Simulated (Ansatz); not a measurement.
## Electric field gradients in Ti₃B

Computed with DFT PBE, scalar-relativistic, plane waves, PAW in Ansatz. Settings: 420 eV plane-wave cutoff, Γ-centred 16×16×16 mesh, Fermi-Dirac smearing of 0.15 eV. No spin polarisation.

Relaxed structure:
```yaml
crystal:
  lattice:
    - [-1.83230, 1.83230, 4.08826]
    - [1.83230, -1.83230, 4.08826]
    - [1.83230, 1.83230, -4.08826]
  atoms:
    - { symbol: Ti, position: [0.75000, 0.25000, 0.50000] }
    - { symbol: Ti, position: [0.25000, 0.75000, 0.50000] }
    - { symbol: Ti, position: [0.50000, 0.50000, 0.00000] }
    - { symbol: B, position: [0.00000, 0.00000, 0.00000] }
```

The cell was built by swapping an element in a database structure (itself possibly hypothetical) and relaxing; it need not be the stable form of this composition. In a metal these results depend on the k mesh and the smearing.

**Question.** Give V_zz (10²¹ V/m²) and the asymmetry η at each distinct site.

**Answer.**
```csv
atom,V_zz,η
Ti (atom 1),-0.137,0.00
Ti (atom 3),-3.85,0.00
B (atom 4),0.241,0.00
```